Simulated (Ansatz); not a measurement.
Ag: stationary points along a deformation path

The calculation used Ansatz 0.2.0, DFT r2SCAN, scalar-relativistic, plane waves, PAW. The runs took a 500 eV cutoff, a Γ-centred 22×22×22 mesh and Gaussian smearing (0.15 eV). No spin polarisation. Energies are free energies at this smearing, counted from the undisturbed cell; pressure is positive in compression.

Zero of the scan (as given, not relaxed at this level; it stands at -3.6 GPa; this bcc form isn't the usual structure):

```
CELL_PARAMETERS angstrom
-1.65565 1.65565 1.65565
1.65565 -1.65565 1.65565
1.65565 1.65565 -1.65565
ATOMIC_POSITIONS crystal
Ag 0.00000 0.00000 0.00000
```

At fixed volume and fractional coordinates, lengths along (0.000, 0.000, 1.000) are scaled against those across it; ρ is that ratio over its starting value. V = 18.154 Å³/atom. Δσ is the stress along the axis less the mean stress across it (compression positive).

```
    ρ  ΔE (meV/atom)  Δσ (GPa) space group
0.650          296.9     40.85       I4/mmm
0.707          110.5     20.06       I4/mmm
0.780           20.4      6.14       I4/mmm
0.850           -1.5      0.83       I4/mmm
0.920           -2.2     -0.22       I4/mmm
0.960           -0.8     -0.48       I4/mmm
1.000            0.0      0.00        Im-3m
1.050           -0.9      0.54       I4/mmm
1.100           -4.2      1.28       I4/mmm
1.200          -14.4      1.72       I4/mmm
1.300          -24.9      1.57       I4/mmm
1.414          -31.4      0.01        Fm-3m
1.500          -26.6     -2.24       I4/mmm
```

Problem. How does the stress give the slope of the energy, and where is the energy stationary?

Solution. Along the path d ln(length) is 2/3 d ln ρ on the axis and −1/3 d ln ρ across it, so dE/d ln ρ = −(2/3) V Δσ: the energy falls with ρ where Δσ is positive. Δσ vanishes or changes sign between ρ = 0.850 and 0.920, a minimum (near 0.90 by linear interpolation); at ρ = 1.000 (Im-3m), a maximum at 0.0 meV/atom; at ρ = 1.414 (Fm-3m), a minimum at -31.4 meV/atom. Pairs of stationary points between two samples would go unseen, and could change a minimum read from distant neighbours into a maximum. At ρ = 1.000, 1.414 the cell is cubic, where symmetry alone makes the stress isotropic and the slope zero.

Problem. Which shear constant sets the curvature at ρ = 1?

Solution. For a cubic crystal E/V = (2/3) C (ln ρ)² with C = C′ = (C11 − C12)/2, so Δσ = −2C ln ρ. The parabola of Δσ against ln ρ through ρ = 0.960, 1 and 1.050 gives C ≈ -5.7 GPa with the ions clamped, rough because the steps are large. It is the stress–strain coefficient at this cell's pressure of -3.6 GPa, not the zero-pressure constant. It is negative, so the cubic cell is unstable to this shear.

Problem. Integrate that slope from ρ = 1 to 1.200 by the trapezoid rule.

Solution. With V/N in Å³ and 1 eV/Å³ = 160.2 GPa the slopes at ρ = 1.000, 1.050, 1.100, 1.200 are 0, -41, -97, -130 meV/atom per unit of ln ρ. The steps add (-1.0) + (-3.2) + (-9.9) = -14.1 meV/atom, against -14.4 from the energies; the trapezoid rule misses the curvature of the slope within each step.

Problem. Is the start the lowest point of the path?

Solution. No: ρ = 1.414 lies 31.4 meV/atom lower, with no sampled rise above the start on the way. Volume and inner coordinates are held, so a relaxed structure there would lie lower still.

In a metal these slopes depend on the k mesh and the smearing.